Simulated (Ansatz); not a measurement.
¹³⁹La nuclear quadrupole resonance in La₅Ge₃O

Cell: a computed structure from the Materials Project (it need not be an observed phase).

Space group P6_3/mcm (No. 193); a = 8.9821, c = 6.7399 Å, γ = 120.00°.

| site | Wyckoff | site symmetry | x | y | z |
| --- | --- | --- | --- | --- | --- |
| La1 | 6g | m2m | 0.0000 | 0.7709 | 0.2500 |
| La7 | 4d | 3.2 | 0.6667 | 0.3333 | 0.0000 |
| Ge | 6g | m2m | 0.0000 | 0.3978 | 0.2500 |
| O | 2b | -3.m | 0.0000 | 0.0000 | 0.0000 |

One atom of each set is listed.

The numbers come from a DFT calculation in Ansatz (PBE, plane waves and PAW, scalar-relativistic, 420 eV cutoff, Γ-centred 4×4×5 k-points, Fermi–Dirac smearing 0.05 eV).

¹³⁹La: I = 7/2, Q = 206.0 mb (year-2017 value). Static lattice, zero field.

(1) At which frequencies do the ¹³⁹La NQR lines lie?

## Answers

(1) For I = 7/2 and η = 0 the lines are |C_Q|/14 times 1, 2 and 3; η shifts the lowest up most.

```tsv
site	atoms	V_zz (10²¹ V/m²)	C_Q (MHz)	η	line frequencies (MHz)
La1	6	-5.20	-25.9	0.81	3.38, 4.25, 5.16
La7	4	8.01	39.9	0.00	2.85, 5.70, 8.55
```

An axis of threefold or higher order runs through La7, so V_zz lies along it and η is zero.

The run finds no gap above 0.1 eV (a metal, or nearly one), so the gradients can move by 10 % or more with the k-mesh. Without spin–orbit coupling (the program notes it for La) the gradients can shift somewhat, as the gap is small.
